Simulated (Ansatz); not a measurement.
Rocksalt alloy of KBr and KI (6 of 32 Br sites exchanged), 64 atoms

Ansatz, PAW, plane waves. PBEsol relaxation of volume and atoms (shape held) at the single k point (¼, ¼, ¼) without its symmetry partners; single points on the relaxed atoms at the Γ point alone, onto which points of the small cell's zone fold. Arrangement: quasirandom. No spin–orbit coupling unless named.

Relaxed structure:

```
Br I K
1.0
    13.29041    0.00000    0.00000
     0.00000   13.29041    0.00000
     0.00000    0.00000   13.29041
Br I K
26 6 32
Direct
  0.24932 0.00063 0.99955
  0.24843 0.00178 0.49979
  0.24998 0.49885 0.00048
  0.24927 0.49796 0.49856
  0.75202 0.00078 0.50077
  0.74985 0.49945 0.99953
  0.75094 0.49888 0.49963
  0.00173 0.25042 0.99883
  0.00102 0.24966 0.50067
  0.00094 0.74853 0.00131
  0.00021 0.74972 0.49800
  0.49821 0.25124 0.99817
  0.49912 0.25047 0.50161
  0.49916 0.74763 0.00076
  0.00157 0.99845 0.25064
  0.00081 0.00162 0.74894
  0.00087 0.50041 0.24952
  0.00001 0.49771 0.74956
  0.49895 0.00261 0.74988
  0.49905 0.49970 0.24857
  0.49984 0.49697 0.75050
  0.24910 0.25060 0.24970
  0.25007 0.24987 0.74992
  0.24841 0.74912 0.24897
  0.75017 0.25050 0.74910
  0.75200 0.74785 0.24990
  0.75021 0.99928 0.99961
  0.50053 0.74962 0.49958
  0.49972 0.99949 0.24981
  0.24982 0.75003 0.74995
  0.74995 0.24982 0.25016
  0.75017 0.74976 0.74989
  0.00703 0.99959 0.99877
  0.00093 0.00062 0.50086
  0.00088 0.49945 0.99930
  0.99989 0.49872 0.49965
  0.49236 0.00042 0.99241
  0.49930 0.00730 0.50729
  0.49908 0.49865 0.99843
  0.50010 0.49283 0.50069
  0.25001 0.25060 0.99988
  0.24914 0.24984 0.49956
  0.24942 0.74880 0.00726
  0.24286 0.74987 0.49150
  0.74987 0.25689 0.99311
  0.75084 0.25060 0.50612
  0.75114 0.74206 0.00730
  0.75778 0.74889 0.49266
  0.24338 0.99978 0.25084
  0.24893 0.00745 0.74843
  0.24915 0.49992 0.24975
  0.24989 0.49227 0.74910
  0.75806 0.99225 0.25788
  0.75070 0.00715 0.74260
  0.75062 0.50545 0.25082
  0.74988 0.49307 0.74844
  0.00668 0.25048 0.24959
  0.00078 0.24967 0.75001
  0.00109 0.74864 0.24851
  0.99997 0.74961 0.75078
  0.49227 0.25699 0.24875
  0.49915 0.25052 0.75103
  0.49956 0.74223 0.24259
  0.50004 0.74886 0.75798
```

What are the mean bond lengths by pair (pairs within 1.2 times the sum of covalent radii, less contacts 15 % beyond the pair's median; cation–cation pairs of compounds aside; long ionic contacts are cut short by that bound)?

Br–K 3.303 ± 0.043 Å (standard deviation, 156 bonds); I–K 3.410 ± 0.032 Å (standard deviation, 36 bonds).

What gap lies between the top filled and the lowest empty level in the single points?

HSE06 5.16 eV (37 s on NVIDIA GB300).
